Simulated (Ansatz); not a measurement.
¹⁷O NMR of the central transition in SiO2

Cell: an entry of the Crystallography Open Database (COD) (listed for 0.7 GPa), its atoms then relaxed with PBE in this cell.

Space group P4_12_12 (No. 92); a = 4.9028, c = 6.7782 Å.

| site | Wyckoff | site symmetry | x | y | z |
| --- | --- | --- | --- | --- | --- |
| Si | 4a | ..2 | 0.3126 | 0.3126 | 0.0000 |
| O | 8b | 1 | 0.2334 | 0.1310 | 0.1924 |

One atom of each set is listed.

Computed with Ansatz: DFT, PBE, plane waves and PAW, scalar-relativistic, 420 eV cutoff, Γ-centred 5×5×4 k-points, Fermi–Dirac smearing 0.02 eV.

¹⁷O has I = 5/2 and Q = -25.58 mb (Pyykkö 2018); at 16.4 T its Larmor frequency is ν₀ = 94.7 MHz. Only the quadrupole interaction is simulated: positions count from each site's isotropic chemical shift, and J coupling is left out, as are shift anisotropy and dipolar coupling, which fast spinning averages.

Simulated pattern of one O site (fast magic-angle spinning, Gaussian broadening 0.1 kHz):

offset (kHz), height and a bar:
```
   -5.340          0 
   -5.172          1 
   -5.004          7 ##
   -4.836          7 ##
   -4.667          7 ##
   -4.499          7 ##
   -4.331          8 ##
   -4.163          8 ##
   -3.995          8 ##
   -3.826          9 ###
   -3.658         11 ###
   -3.490         35 ##########
   -3.322         44 #############
   -3.153         54 ################
   -2.985         86 ##########################
   -2.817         77 #######################
   -2.649         61 ##################
   -2.481         56 #################
   -2.312         53 ################
   -2.144         52 ################
   -1.976         53 ################
   -1.808         54 ################
   -1.640         57 #################
   -1.471         63 ###################
   -1.303         74 ######################
   -1.135        100 ##############################
   -0.967         78 #######################
   -0.798         63 ###################
   -0.630         56 #################
   -0.462         39 ############
   -0.294          1 
   -0.126          0
```

**Question.** Which |C_Q| and η does the pattern imply?

**Answer.** The pattern spans 4.70 kHz before broadening and its centre of gravity is at -2.06 kHz, which fixes P_Q; the places of the horns and steps fix η. That gives P_Q = 5.71 MHz, |C_Q| = 5.65 MHz and η = 0.24. The sign of C_Q can't be read from the pattern.

At O V_zz runs parallel to the line that joins its two neighbours (within 1°).
